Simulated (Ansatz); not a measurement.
All numbers below come from DFT PBE, scalar-relativistic, plane waves, PAW in Ansatz. All cells share a 420 eV cutoff and Γ-centred k meshes spaced at most about 0.3 Å⁻¹ (about 0.25 or finer for metals, 2π included). No spin polarisation in the final relaxations.

All energies are static (0 K, no zero-point motion). All come from trial cells, and lower structures may exist.

Question: Order these relaxed structures of CaLa2Cd3 by energy, lowest first, with the energy over the lowest of them.
A.

```
CELL_PARAMETERS angstrom
6.57523 0.00000 0.00000
-3.28761 5.69431 0.00000
0.00000 0.00000 5.49093
ATOMIC_POSITIONS crystal
Ca 0.00000 0.00000 0.00000
La 0.33333 0.66667 0.00000
La 0.66667 0.33333 0.00000
Cd 0.50000 0.00000 0.50000
Cd 0.50000 0.50000 0.50000
Cd 0.00000 0.50000 0.50000
```

B.

```
CELL_PARAMETERS angstrom
3.16384 1.82665 5.08518
-3.16384 1.82665 5.08518
0.00000 -3.65329 5.08518
ATOMIC_POSITIONS crystal
Ca 0.50000 0.50000 0.50000
La 0.88062 0.88062 0.88062
La 0.11938 0.11938 0.11938
Cd 0.50000 0.50000 0.00000
Cd 0.00000 0.50000 0.50000
Cd 0.50000 0.00000 0.50000
```

C.

```
CELL_PARAMETERS angstrom
6.53184 0.00000 0.00000
-3.26592 5.65674 0.00000
0.00000 0.00000 5.50884
ATOMIC_POSITIONS crystal
Ca 0.00000 0.00000 0.50000
La 0.33333 0.66667 0.00000
La 0.66667 0.33333 0.00000
Cd 0.50000 0.00000 0.50000
Cd 0.00000 0.50000 0.50000
Cd 0.50000 0.50000 0.50000
```

Answer: B (0 meV/atom), C (132 meV/atom), A (204 meV/atom). Forms: B R-3m; C P6/mmm; A P6/mmm. Counting all near atoms (those within 1.25 times the shortest distance at each site; a plus sign parts nearer from farther groups): B has Ca 6+6, La 16, Cd 6+6; C has Ca 6, La 6+3, Cd 10; A has Ca 6+12, La 6+6, Cd 8.

A magnetic state wasn't ruled out in cells without spin, among them P6/mmm at 34.3 Å³/atom. Cells relaxed within their symmetry can be saddle points. Some structure types and database cells were kept out of the candidates from the start, so a known form may be missing.
